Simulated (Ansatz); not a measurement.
Simulated powder pattern, Mo Kα, λ = 0.71073 Å (kinematic, ideal powder, no thermal factors, no anomalous dispersion; the 30 strongest lines at most, above 1 %, up to 2θ = 45°):

```tsv
2θ (°)	d (Å)	I/Imax (%)
12.45	3.276	100
14.39	2.837	19
20.41	2.006	66
23.98	1.711	52
25.06	1.638	5.8
29.01	1.419	12
31.68	1.302	22
32.53	1.269	7.8
35.73	1.158	24
37.98	1.092	16
41.50	1.003	6.9
43.49	0.959	14
44.14	0.946	3.4
```

The pattern belongs to a structure relaxed with PBEsol in the plane-wave PAW code Ansatz.

Question: Pick the material that matches.
(A) AlAs, zinc blende
(B) Na, bcc (W type)
(C) Gd, hcp (Mg type)
(D) Fe, bcc (W type)

Answer: A, AlAs, zinc blende

Question: Give the lattice parameters.

Answer: a = 5.675 Å.

Space group F-43m (zinc blende). The cell was relaxed with PBEsol under the symmetry of its start.

Potentials: the later of the program's two PAW sets.
